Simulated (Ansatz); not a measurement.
Ir:
```xyz
2
Lattice="0.0000 2.7841 2.7841 2.7841 0.0000 2.7841 2.7841 2.7841 0.0000" Properties=species:S:1:pos:R:3 pbc="T T T"
Ir     0.0000     0.0000     0.0000
Ir     1.3921     1.3921     1.3921
```

Relaxed with PBE. Special points in fractions of this cell's reciprocal vectors: Γ (0.000, 0.000, 0.000); X (0.500, 0.000, 0.500); U (0.625, 0.250, 0.625); K (0.375, 0.375, 0.750); L (0.500, 0.500, 0.500); W (0.500, 0.250, 0.750).

Problem. List the band energies nearest the Fermi level at these points for DFT-PBE with spin–orbit coupling in the program Ansatz with PAW potentials.

Solution. In eV from the Fermi level; about four levels below and three above (degenerate sets whole), none deeper than 8.9 eV; points with the same levels are listed once.

```csv
k,below,above
Γ,-1.81 -1.81 -1.81 -1.81 -1.68 -1.68,0.80 0.80 0.80 0.80
X,-2.49 -2.49 -2.49 -2.49,0.52 0.52 0.52 0.52
U,-2.76 -2.76 -2.47 -2.47,0.55 0.55 0.98 0.98
L,-1.11 -1.11 -0.99 -0.99,0.16 0.16 0.36 0.36
W,-2.98 -2.98 -2.83 -2.83,0.83 0.83 1.02 1.02
```

Space group Fd-3m (diamond). The start of the workflow was typed in or built on a structure type; neither database checked (COD, Materials Project) lists it. It is not the phase usual at ambient conditions (space group No. 225). Symmetry was held in the PBE relaxation; whether a distortion lowers the energy is not shown. The run is not spin-polarised.

Potentials: the later of the program's two PAW sets.
